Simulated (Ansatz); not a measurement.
**GdRh (Pm-3m): spiral energies by the generalised Bloch theorem**

```
Gd Rh
1.0
     3.43500    0.00000    0.00000
     0.00000    3.43500    0.00000
     0.00000    0.00000    3.43500
Gd Rh
1 1
Direct
  0.00000 0.00000 0.00000
  0.50000 0.50000 0.50000
```

Geometry: a structure as deposited in COD; nothing is relaxed.

Functional, mesh and filling: LDA, 8×8×8 k mesh, Fermi–Dirac smearing of 0.03 eV. PAW means Ansatz 0.2.0 on its default frozen-core files. Site moments are integrated in spheres about the atoms. Start moments (μB): Gd1 6.9.

Flat spirals without spin–orbit coupling: moments start in the xy plane and turn about z by q·R from cell to cell, and their directions inside a cell are free. q runs from Γ to R = (0.500, 0.500, 0.500) in reciprocal cell vectors. Energies count from each method's run at q = 0. Each q is a vector of the k mesh, and the mesh is shifted by q/2 where needed, so that both spin components are sampled on the same points as at q = 0.

Where along the line is the energy lowest?

q = 0 is the lowest point, but the next lies within 2.0 meV per cell, which this mesh may not resolve.
```csv
fraction of Γ–R,|q| (1/Å),ΔF PAW (meV/cell),"largest moment, PAW (μB)"
0.000,0.000,0.0,6.93
0.250,0.396,+1.8,6.93
0.500,0.792,+0.7,6.93
0.750,1.188,+3.2,6.93
1.000,1.584,+3.9,6.93
```

A further pair of PAW runs: spiral at 0.5 of the way from Γ to R, mesh halved and not shifted, against the same at q = 0. What is the energy difference?

-533.5 meV/cell, with a largest moment of 6.93 μB. The halved mesh isn't converged.

The PAW files were made with PBE; the program remakes their cores once for the run's functional and then keeps them frozen. Without U a semilocal functional puts the f levels too near the Fermi level, which can change moments and the order of magnetic states; site and cell moments are spin moments. Spin–orbit coupling is left out although heavy atoms are present. With open f shells a run can end in a state that isn't the lowest. The magnetic state is the one that this cell and start allow. It needn't be the compound's measured order, which may need a larger cell or be absent.
